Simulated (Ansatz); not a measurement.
GaSe:
```
CELL_PARAMETERS angstrom
      3.71099     0.00000     0.00000
     -1.85549     3.21381     0.00000
      0.00000     0.00000    15.73941
ATOMIC_POSITIONS crystal
  Ga 0.33333 0.66667 0.17363
  Ga 0.66667 0.33333 0.67363
  Ga 0.66667 0.33333 0.82637
  Ga 0.33333 0.66667 0.32637
  Se 0.33333 0.66667 0.59974
  Se 0.66667 0.33333 0.09974
  Se 0.66667 0.33333 0.40026
  Se 0.33333 0.66667 0.90026
```

Relaxed with LDA. Special points in fractions of this cell's reciprocal vectors: Γ (0.000, 0.000, 0.000); M (0.500, 0.000, 0.000); K (0.333, 0.333, 0.000); A (0.000, 0.000, 0.500); L (0.500, 0.000, 0.500); H (0.333, 0.333, 0.500).

**Question.** List the band energies nearest the valence-band maximum at these points for plane-wave PAW LDA (Ansatz code).

**Answer.** In eV from the valence-band maximum; about four levels below and three above (degenerate sets whole), none deeper than 8.9 eV; points with the same levels are listed once.

```
k                                below                above
-  -----------------------------------  -------------------
Γ         -1.37 -1.37 -1.23 -1.23 0.00       0.85 1.89 2.07
M              -2.67 -2.48 -2.40 -1.99       0.90 1.07 1.65
K              -2.44 -2.44 -2.39 -2.39  1.19 1.89 2.64 2.64
A  -1.27 -1.27 -1.27 -1.27 -0.99 -0.99  1.55 1.55 2.13 2.13
L              -2.56 -2.56 -2.33 -2.33  1.24 1.24 1.46 1.46
H              -2.88 -2.88 -2.07 -2.07  1.48 1.48 2.44 2.44
```

Space group P6_3/mmc. The cell was relaxed with LDA under the symmetry of its start. A crystal of weakly bound layers computed without a dispersion correction: the cell and the soft elastic constants depend strongly on that. Scalar-relativistic: spin–orbit coupling is off unless named, which matters more the heavier the elements.

Potentials: the later of the program's two PAW sets.
